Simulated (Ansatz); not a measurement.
Here is the system:

PbSe:
Space group Fm-3m (No. 225); a = b = c = 6.218 Å, α = β = γ = 90.00°

```csv
atom,site,symmetry,x,y,z
Pb,4a,m-3m,0.0000,0.0000,0.0000
Se,4b,m-3m,0.5000,0.5000,0.5000
```
(The calculation used a cell of 2 atoms; values per cell refer to that cell.)

This is the PBE-relaxed structure.

Question: All from plane-wave PAW PBE (Ansatz code), unless another level is named. Give the Poisson's ratio.

Answer: 0.26.

Question: Next, the elastic constants (relaxed ions, GPa)?

Answer: C11 = 115, C12 = 12.4, C44 = 17.3.

Question: Next, the highest zone-centre frequency (without LO–TO term)?

Answer: 25 cm⁻¹.

The PBE relaxation kept the symmetry of its start; of distortions, only those at the zone centre were tested. Scalar-relativistic: spin–orbit coupling is off unless named, which matters more the heavier the elements.

Potentials: the later of the program's two PAW sets.
